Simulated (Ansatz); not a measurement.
SiC:
```cif
data_C4Si4
_chemical_formula_sum 'C4 Si4'
_space_group_name_H-M_alt 'F-43m'
_space_group_IT_number 216
_space_group_name_Hall 'F -4 2 3'
_cell_length_a 4.32911
_cell_length_b 4.32911
_cell_length_c 4.32911
_cell_angle_alpha 90.000
_cell_angle_beta 90.000
_cell_angle_gamma 90.000
loop_
_atom_site_label
_atom_site_type_symbol
_atom_site_symmetry_multiplicity
_atom_site_Wyckoff_symbol
_atom_site_fract_x
_atom_site_fract_y
_atom_site_fract_z
_atom_site_occupancy
C1 C 4 c 0.25000 0.25000 0.25000 1
Si1 Si 4 a 0.00000 0.00000 0.00000 1
```
(The calculation used a cell of 2 atoms; values per cell refer to that cell.)

Relaxed with LDA.

**Question.** Decompose the optical modes at the zone centre into irreducible representations, and say which are infrared and Raman allowed.

**Answer.** Point group -43m: Γ_opt = T2. Infrared: T2. Raman: T2.

**Question.** Assign frequencies (DFPT, LDA in the plane-wave PAW code Ansatz; without the LO–TO term).

**Answer.** T2 797 cm⁻¹.

The LDA relaxation kept the symmetry of its start; phonons on a q-mesh show no instability.

Potentials: the later of the program's two PAW sets.
